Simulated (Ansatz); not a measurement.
**Sensitivity of the gradients in SiO₂ to the input**

This input was run with Ansatz:

```yaml
crystal:
  lattice:
    - [4.964, 0.0, 0.0]
    - [0.0, 4.964, 0.0]
    - [0.0, 0.0, 6.92]
  atoms:
    - { symbol: Si, position: [0.3, 0.3, 0.0] }
    - { symbol: Si, position: [0.2, 0.8, 0.25] }
    - { symbol: Si, position: [0.7, 0.7, 0.5] }
    - { symbol: Si, position: [0.8, 0.2, 0.75] }
    - { symbol: O, position: [0.245, 0.1, 0.175] }
    - { symbol: O, position: [0.4, 0.745, 0.425] }
    - { symbol: O, position: [0.755, 0.9, 0.675] }
    - { symbol: O, position: [0.6, 0.255, 0.925] }
    - { symbol: O, position: [0.745, 0.4, 0.575] }
    - { symbol: O, position: [0.9, 0.755, 0.325] }
    - { symbol: O, position: [0.255, 0.6, 0.075] }
    - { symbol: O, position: [0.1, 0.245, 0.825] }
kpoints:
  mp_grid: { grid: [5, 5, 4] }
scf:
  occupations: { method: fermi_dirac, width: 0.02 }
  max_iter: 100
hamiltonian:
  xc: pbe
  pseudopotentials: { kind: paw, frozen_core: stored }
output:
  forces: true
  stress: true
  populations: true
  efg: { quadrupole_moments_barn: { O: -0.02558 } }
basis:
  ecutrho_ratio: 1
```

It converged. Of its output the block on the nuclei alone is shown, without the SCF iterations, energies, forces and stress (one atom of each set):

```
--- PAW observables at the nuclei: V_zz in 10²¹ V/m², potentials from the cell's mean, atoms counted from 1 ---
  atom   1  Si V_zz =    -0.468069   η = 0.0688   by run symmetry: allowed
            electrostatic potential = -1354.068227 V   contact ρ = none
  atom   5  O  V_zz =    +8.348605   η = 0.1190   by run symmetry: allowed   C_q = -5.1638 MHz
            electrostatic potential = -618.886680 V   contact ρ = none
```

(1) Can these gradients be trusted, and how do they compare with a run on standard settings?

Answers

(1) No. Against the standard input the change is `basis.ecutrho_ratio`: not typed → 1; `scf.max_iter`: not typed → 100. A site carries the number of its first atom; V_zz in 10²¹ V/m².

```csv
site,V_zz standard,η standard,V_zz here,η here
Si,-0.51,0.07,-0.47,0.07
O,9.23,0.11,8.35,0.12
```

The largest change of V_zz is on O, from 9.23 to 8.35. In per cent, |V_zz| changes by -9 on Si, -10 on O (all sites that start above 0.5). SCF iterations: 6 and 7. New warnings: cutoff below recommended. The changed input holds a density cutoff far too low, so its numbers aren't properties of the crystal.

On the reference run: The calculated pressure of 11 GPa (PBE) comes largely from the unrelaxed atoms: it is 1.3 GPa once they are relaxed in the same cell. The largest force is 0.8 eV/Å, so the atoms aren't at the calculated equilibrium and relaxing them would move these values.
